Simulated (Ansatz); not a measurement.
Data:

Al2Pt:
```
CELL_PARAMETERS angstrom
      0.00000     2.92674     2.92674
      2.92674     0.00000     2.92674
      2.92674     2.92674     0.00000
ATOMIC_POSITIONS crystal
  Pt 0.00000 0.00000 0.00000
  Al 0.25000 0.25000 0.25000
  Al 0.75000 0.75000 0.75000
```

This is the LDA-relaxed structure.

### Question
All from LDA in the plane-wave PAW code Ansatz, unless another level is named. Give the bulk modulus (Birch–Murnaghan fit).

### Answer
145 GPa.

### Question
And the elastic constants (relaxed ions, GPa)?

### Answer
C11 = 194, C12 = 121, C44 = 48.7.

Space group Fm-3m (fluorite or antifluorite type). The LDA relaxation kept the symmetry of its start; of distortions, only those at the zone centre were tested. No spin polarisation was allowed. As this level gives no gap, shear constants depend on the k-mesh and smearing (Fermi–Dirac, 0.1 eV here). Scalar-relativistic: spin–orbit coupling is off unless named, which matters more the heavier the elements.

Potentials: the later of the program's two PAW sets.
